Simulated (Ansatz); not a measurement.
InPd (CsCl type, Pm-3m) under volume change, plane-wave PAW LDA (Ansatz code), scaled uniformly.

```json
[
 {"V (Å³/atom)": "15.113", "E − E(relaxed) (meV/atom)": "77.8", "P (GPa)": "18.46"},
 {"V (Å³/atom)": "15.612", "E − E(relaxed) (meV/atom)": "32.2", "P (GPa)": "11.09"},
 {"V (Å³/atom)": "16.110", "E − E(relaxed) (meV/atom)": "7.5", "P (GPa)": "4.99"},
 {"V (Å³/atom)": "16.608", "E − E(relaxed) (meV/atom)": "0.0", "P (GPa)": "0.00"},
 {"V (Å³/atom)": "17.106", "E − E(relaxed) (meV/atom)": "6.6", "P (GPa)": "-4.10"},
 {"V (Å³/atom)": "17.605", "E − E(relaxed) (meV/atom)": "24.7", "P (GPa)": "-7.39"},
 {"V (Å³/atom)": "18.103", "E − E(relaxed) (meV/atom)": "51.9", "P (GPa)": "-10.00"}
]
```

Problem. What does a third-order Birch–Murnaghan fit give for V₀, B₀ and B′?

Solution. V₀ = 16.61 Å³/atom, B₀ = 150 GPa, B′ = 5.8.

Symmetry was held in the LDA relaxation; of distortions, only those at the zone centre were tested. The run is not spin-polarised.

Potentials: the later of the program's two PAW sets.
